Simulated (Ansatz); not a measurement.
Course of a relaxation: BaCaBr4

The cell of BaCaBr4 is invented: random cell by space group and Wyckoff sites (P4/mmm, No. 123). Lengths were set from tabulated atomic sizes, so they are only a guess.

```yaml
crystal:
  lattice:
    - [6.51384, 0.00000, 0.00000]
    - [0.00000, 6.51384, 0.00000]
    - [0.00000, 0.00000, 4.96640]
  atoms:
    - { symbol: Ba, position: [0.50000, 0.50000, 0.00000] }
    - { symbol: Ca, position: [0.00000, 0.00000, 0.50000] }
    - { symbol: Br, position: [0.68135, 0.00000, 0.50000] }
    - { symbol: Br, position: [0.31865, 0.00000, 0.50000] }
    - { symbol: Br, position: [0.00000, 0.68135, 0.50000] }
    - { symbol: Br, position: [0.00000, 0.31865, 0.50000] }
```

Level of theory: DFT PBE, scalar-relativistic, plane waves, PAW in Ansatz. Cutoff 420 eV, Gaussian smearing, Γ-centred meshes. Cell and atoms relax first on a coarse mesh and then on a finer one. In between, the cell is made exact in the group found at 0.06 Å. In metals the finer mesh still leaves noise of several meV/atom or more. The steps can't lower the symmetry of their start. No spin polarisation.

Steps on the 4×4×4 mesh (6 atoms, 12 steps). The free energy counts from the last step; some steps are skipped; the plane-wave basis is renewed at times, which shifts energy and pressure.

```
step  ΔF (meV/atom)  V (Å³/atom)  P (GPa)  largest force component (eV/Å)
   1         2524.1        35.12    33.05                           6.014
   2         1497.7        38.46    20.85                           0.557
   3          877.7        41.84    14.04                           0.074
   5          197.4        48.34     4.28                           0.002
   6           73.7        50.74     1.32                           0.071
   7           51.7        50.97     0.14                           0.081
   8           50.9        50.82    -0.02                           0.034
  10            3.5        51.72     0.49                           0.029
  11            0.1        53.81     0.14                           0.009
  12            0.0        53.81     0.13                           0.009
```

The relaxed structure, after a last relaxation on the converged mesh:

```
Ba Ca Br
1.0
     8.51526    0.00000    0.00000
     0.00000    8.51526    0.00000
     0.00000    0.00000    4.59120
Ba Ca Br
1 1 4
Direct
  0.50000 0.50000 0.00000
  0.00000 0.00000 0.50000
  0.68295 0.00000 0.50000
  0.31705 0.00000 0.50000
  0.00000 0.68295 0.50000
  0.00000 0.31705 0.50000
```

The symmetry stays P4/mmm (No. 123). The volume per atom grows by 58.0 %, from 35.1 to 55.5 Å³. The shortest distance goes from 2.08 Å (Ca–Br) to 2.70 Å (Ca–Br). The ratio c/a of the conventional cell changes by a factor of 0.71. The energy falls by about 2.5 eV/atom (the start's value is from the coarse mesh). Ba is surrounded by 2 Ba at 4.59 Å and 16 Br at 5.08 Å; Ca is surrounded by 4 Br at 2.70 Å; Br has 1 Ca at 2.70 Å, 1 Br at 3.12 Å, 2 Br at 3.82 Å, 2 Br at 4.59 Å and 4 Ba at 5.08 Å.

For BaCaBr4, the volume per atom is 55.48 Å³ and the density is 2.48 g/cm³. The formation energy is −1.03 eV/atom and the gap on the 6×6×8 mesh of the 6-atom cell is 0 eV (a metal).

Energies over the elements count from the elements' standard structures at the same level, with no fitted energy shifts. The references include crystalline Br.

The last run used Gaussian smearing of 0.10 eV. The cell is a metal run without spin; a magnetic state may lie lower. The reference form of Br is held partly by dispersion forces, which this level lacks. Symmetry constrained the relaxation, so the result can be a saddle point. In all, the 3 runs took 3.2 min on 1 thread of Intel(R) Xeon(R) Platinum 8488C (Sapphire Rapids), with other jobs on the host.
